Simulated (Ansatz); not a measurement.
Consider a crystal of Sc5Mo in space group F-43m (No. 216), with Sc on 16e and 4c; Mo on 4d.

Level of theory: Ansatz, DFT PBE, scalar-relativistic, plane waves, PAW. Cutoff 420 eV, Γ-centred mesh, Gaussian smearing, collinear spin.

The zero of energy is the elements' standard structures at the same level; no fitted shifts are applied.

Task: Which cell and coordinates does it relax to?

Result:

Space group F-43m (No. 216). a = 9.446 Å, b = 9.446 Å, c = 9.446 Å, α = 90.00°, β = 90.00°, γ = 90.00°
```
atom  site  symmetry       x       y       z
  Sc   16e       .3m  0.8868  0.3868  0.1132
  Sc    4c      -43m  0.2500  0.2500  0.2500
  Mo    4d      -43m  0.2500  0.2500  0.7500
```

Sc on a site of symmetry 3m has 1 Mo at 2.24 Å, 3 Sc at 3.02 Å, 3 Sc at 3.66 Å and 3 Sc at 3.89 Å; Sc on a site of symmetry -43m is surrounded by 12 Sc at 3.89 Å; Mo has 4 Sc at 2.24 Å. Another local minimum with the same sites may exist.

Task: Where does its energy lie, and is it a metal?

Result: The energy over the elements is +1.27 eV/atom and the gap on the 8×8×8 mesh of the 6-atom cell is 0 eV (a metal). The net moment per atom is 0.00 μB and the moment by site is all under 0.1 μB. The separate elements lie lower, so it is unstable against them.

The last run used collinear spin and Gaussian smearing of 0.10 eV. Symmetry constrained the relaxation, so the result can be a saddle point. Another cell of Sc5Mo relaxed alike, in F-43m, lies 0.71 eV/atom lower, so this cell isn't the stable form at this level. Site moments count only spheres around the atoms; the net moment includes the space between them.
